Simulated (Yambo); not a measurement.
ScF3: lowest vertical excitons

```xyz
8
Lattice="2.8514 1.6463 4.6534 -2.8514 1.6463 4.6534 0.0000 -3.2925 4.6534" Properties=species:S:1:pos:R:3 pbc="T T T"
F      1.3589    -0.9388     8.1434
F     -1.3589     0.9388     5.8167
F      0.1336     1.6463     8.1434
F     -0.1336    -1.6463     5.8167
F     -1.4925    -0.7075     8.1434
F      1.4925     0.7075     5.8167
Sc     0.0000     0.0000     6.9800
Sc     0.0000     0.0000     0.0000
```

The geometry is that of Materials Project entry mp-1078300, symmetrised and not relaxed again.

BSE in Yambo on norm-conserving LDA (Quantum ESPRESSO, 84 Ry, scalar-relativistic) bands: 4×4×4 mesh, 18 valence and 12 conduction bands, static screening with 80 bands and a 3 Ry block, scissor 5.22 eV, Tamm-Dancoff; field along x.

```json
[
 {"state": "1", "energy (eV)": "9.04", "states within 2 meV": "1", "relative strength": "< 0.01", "class": "dark", "main transitions": "several band pairs"},
 {"state": "2", "energy (eV)": "9.06", "states within 2 meV": "2", "relative strength": "< 0.01", "class": "dark", "main transitions": "several band pairs"},
 {"state": "3", "energy (eV)": "9.31", "states within 2 meV": "1", "relative strength": "< 0.01", "class": "dark", "main transitions": "several band pairs"},
 {"state": "4", "energy (eV)": "9.31", "states within 2 meV": "2", "relative strength": "< 0.01", "class": "dark", "main transitions": "several band pairs"},
 {"state": "5", "energy (eV)": "9.32", "states within 2 meV": "2", "relative strength": "< 0.01", "class": "dark", "main transitions": "several band pairs"},
 {"state": "6", "energy (eV)": "9.32", "states within 2 meV": "1", "relative strength": "< 0.01", "class": "dark", "main transitions": "several band pairs"},
 {"state": "7", "energy (eV)": "9.46", "states within 2 meV": "2", "relative strength": "0.01", "class": "weak", "main transitions": "several band pairs"},
 {"state": "8", "energy (eV)": "9.47", "states within 2 meV": "2", "relative strength": "< 0.01", "class": "weak", "main transitions": "several band pairs"},
 {"state": "9", "energy (eV)": "9.48", "states within 2 meV": "1", "relative strength": "< 0.01", "class": "dark", "main transitions": "several band pairs"},
 {"state": "10", "energy (eV)": "9.49", "states within 2 meV": "1", "relative strength": "< 0.01", "class": "dark", "main transitions": "several band pairs"}
]
```

These are vertical excitations (zero momentum). The direct quasiparticle gap on this mesh is 11.38 eV; counted from there, state 1 is bound by 2.33 eV. Convergence with the mesh was not shown.

Spin singlets only. Strengths are relative to the strongest of the lowest states of this run; strong means a line over 3 % of the spectrum's maximum, dark under 0.03 %. Absolute energies carry the error of the G0W0 scissor, whose convergence isn't established; the long-wavelength screening was taken along (1,1,1) although the crystal is anisotropic.

The structure is a Materials Project entry; no match was found in the copy of COD used, and its stability was not checked.
